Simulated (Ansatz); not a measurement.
# Spin spirals in Eu (Im-3m)

```
Eu
1.0
    -2.30300    2.30300    2.30300
     2.30300   -2.30300    2.30300
     2.30300    2.30300   -2.30300
Eu
1
Direct
  0.00000 0.00000 0.00000
```

The geometry is a structure as deposited in COD, held fixed and not relaxed.

The runs share LDA, 12×12×12 k mesh, Fermi–Dirac smearing of 0.05 eV. PAW means Ansatz 0.2.0 on its default frozen-core files; LAPW is all-electron LAPW in Ansatz 0.2.0. Site moments are integrated in spheres about the atoms, whose radii differ between the methods. Start moments of the first PAW run (μB): Eu 7.1.

Flat spirals without spin–orbit coupling: moments start in the xy plane and turn about z by q·R from cell to cell, and their directions inside a cell are free. q runs from Γ to H = (0.500, -0.500, 0.500) in reciprocal cell vectors. Energies count from each method's run at q = 0. Each q is a vector of the k mesh, and the mesh is shifted by q/2 where needed, so that both spin components are sampled on the same points as at q = 0.

| fraction of Γ–H | q (1/Å) | ΔF PAW (meV/cell) | ΔF LAPW (meV/cell) | largest moment, PAW (μB) |
| --- | --- | --- | --- | --- |
| 0.000 | 0.000 | 0.0 | 0.0 | ? |
| 0.167 | 0.227 | -8.5 | -8.4 | 7.10 |
| 0.333 | 0.455 | -10.6 | – | 7.09 |
| 0.500 | 0.682 | +2.7 | +2.5 | 7.04 |
| 0.667 | 0.909 | ? | – | 6.99 |
| 0.833 | 1.137 | +32.0 | – | 6.95 |
| 1.000 | 1.364 | +35.8 | – | 6.93 |

**Question.** What belongs in the row "0.667", column "ΔF PAW (meV/cell)"?

**Answer.** +19.7.

**Question.** Fill in "largest moment, PAW (μB)" for the row "0.000".

**Answer.** 7.06.

The lowest point lies at 0.333 of the way, 10.6 meV/cell under q = 0, so a modulated state wins along this line.

The PAW files were made with PBE; the program remakes their cores once for the run's functional and then keeps them frozen. Without U a semilocal functional puts the f levels too near the Fermi level, which can change moments and the order of magnetic states; site and cell moments are spin moments. Spin–orbit coupling is left out although heavy atoms are present. In at least one run the program's final test of stability wasn't made or came to no verdict. With open f shells a run can end in a state that isn't the lowest. The magnetic state is the one that this cell and start allow. It needn't be the compound's measured order, which may need a larger cell or be absent.
